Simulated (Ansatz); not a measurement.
AlRu (rock salt, Fm-3m) under volume change, plane-wave PAW r²SCAN (Ansatz code), scaled uniformly.

| V (Å³/atom) | E − E(relaxed) (meV/atom) | P (GPa) |
|---|---|---|
| 13.691 | (withheld) | (withheld) |
| 14.142 | 29.2 | 10.95 |
| 14.593 | 6.9 | 5.04 |
| 15.045 | 0.0 | 0.00 |
| 15.496 | 6.2 | -4.31 |
| 15.947 | (withheld) | (withheld) |
| 16.399 | 50.7 | -11.11 |

Task: Complete the blanks.

Result: 
- 15.947, E − E(relaxed) (meV/atom): 23.7
- 15.947, P (GPa): -7.98
- 13.691, E − E(relaxed) (meV/atom): 69.6
- 13.691, P (GPa): 17.88

Task: What does a third-order Birch–Murnaghan fit give for V₀, B₀ and B′?

Result: V₀ = 15.04 Å³/atom, B₀ = 155 GPa, B′ = 4.3.

The start of the workflow was typed in or built on a structure type; neither database checked (COD, Materials Project) lists it. COD files the formula under space group No. 221, so this cell is another polymorph or a model. Whether it is the stable phase at ambient conditions was not checked. The cell was relaxed with r²SCAN under the symmetry of its start. At this level the phase is mechanically unstable. The run is not spin-polarised. Its formation energy is positive at this level, so the cell may be metastable or incomplete.

Potentials: the earlier of the program's two PAW sets.
